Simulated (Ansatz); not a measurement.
Crystals of one structure type (zinc blende) and one family of elements, relaxed and computed with DFT-r²SCAN in the program Ansatz with PAW potentials.

| crystal | K_Hill (GPa) | G_Hill (GPa) |
|---|---|---|
| GaSb | 53.6 | ? |
| InAs | 57.8 | 28.7 |
| InP | 68.4 | 34.3 |
| GaAs | 72.4 | 47.8 |
| GaP | 87.8 | 57.9 |
| BAs | 141 | 137 |
| BN | 392 | 404 |

### Question
Fit a straight line to ln G against ln K and predict the withheld value.

### Answer
Least squares on the 6 shown rows: ln G = 1.39 × ln K + (-2.187), with a scatter of 13 %. For GaSb this gives 28.4. The run itself gave 34.8, outside the scatter: the line misses something about this case.

All cells were relaxed under the symmetry of their starts (and spin orders); stability against distortions was not tested throughout. Spin–orbit coupling is left out wherever it is not named.

Potentials: the later of the program's two PAW sets.
